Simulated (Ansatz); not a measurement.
Task: Name crystals whose computed values (plane-wave PAW LDA (Ansatz code)) fall in these windows: highest Γ mode, no LO–TO term (cm⁻¹) 330 to 440; B₀ by P(V) fit (GPa) 170 to 250.

Result: 

| crystal | highest Γ mode, no LO–TO term (cm⁻¹) | B₀ by P(V) fit (GPa) |
|---|---|---|
| BePd, CsCl type | 386 | 206 |
| CoSi2, fluorite or antifluorite type | 348 | 203 |
| TaP, P-6m2 (Ta on 1e, P on 1b) | 372 | 217 |
| TaP, I4_1md (Ta on 4a, P on 4a) | 415 | 225 |
| NbP, I4_1md (Nb on 4a, P on 4a) | 395 | 208 |
Others may fit too.

Standing as an ambient phase not checked: BePd, CsCl type; TaP, P-6m2 (Ta on 1e, P on 1b); TaP, I4_1md (Ta on 4a, P on 4a). All cells were relaxed under the symmetry of their starts (and spin orders); stability against distortions was not tested throughout. Rows with no word on spin ran without spin polarisation. Spin–orbit coupling is left out wherever it is not named.

Potentials: the later of the program's two PAW sets.
